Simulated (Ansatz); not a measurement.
CdSe (NiAs type, P6_3/mmc) at seven volumes, plane-wave PAW PBE (Ansatz code), shape and atoms relaxed at each. One row is withheld.

```tsv
V (Å³/atom)	P (GPa)
21.786	7.01
22.504	4.26
23.222	1.95
23.940	0.00
24.658	-1.64
25.377	?
26.095	-4.17
```

Question: Fit the shown pressures and predict the withheld one.

Answer: P = (3/2)B₀(x^(7/2) − x^(5/2))[1 + (3/4)(B′ − 4)(x − 1)] with x = (V₀/V)^(2/3). Least squares on the six rows gives V₀ = 23.941 Å³/atom, B₀ = 59.4 GPa, B′ = 4.75. At V = 25.377, x = 0.9619 and P = -3.01 GPa. The run itself gave -3.02 GPa.

A made-up cell: these elements were put on the sites of a structure type; neither database checked (COD, Materials Project) lists it. It is not the phase usual at ambient conditions (space group No. 186, 216). Symmetry was held in the PBE relaxation; whether a distortion lowers the energy is not shown.

Potentials: the later of the program's two PAW sets.
